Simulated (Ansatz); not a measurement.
AlP (NiAs type, P6_3/mmc) at seven volumes, PBE in the plane-wave PAW code Ansatz, shape and atoms relaxed at each. One row is withheld.

```json
[
 {"V (Å³/atom)": "14.785", "P (GPa)": "11.91"},
 {"V (Å³/atom)": "15.272", "P (GPa)": "7.30"},
 {"V (Å³/atom)": "15.760", "P (GPa)": "?"},
 {"V (Å³/atom)": "16.247", "P (GPa)": "0.00"},
 {"V (Å³/atom)": "16.734", "P (GPa)": "-2.88"},
 {"V (Å³/atom)": "17.222", "P (GPa)": "-5.33"},
 {"V (Å³/atom)": "17.709", "P (GPa)": "-7.41"}
]
```

**Question.** Fit the shown pressures and predict the withheld one.

**Answer.** P = (3/2)B₀(x^(7/2) − x^(5/2))[1 + (3/4)(B′ − 4)(x − 1)] with x = (V₀/V)^(2/3). Least squares on the six rows gives V₀ = 16.246 Å³/atom, B₀ = 103 GPa, B′ = 4.27. At V = 15.760, x = 1.0205 and P = 3.34 GPa. The run itself gave 3.37 GPa.

The cell is a constructed one: a structure type filled with these elements; neither database checked (COD, Materials Project) lists it. It is not the phase usual at ambient conditions (space group No. 216). Symmetry was held in the PBE relaxation; whether a distortion lowers the energy is not shown.

Potentials: the later of the program's two PAW sets.
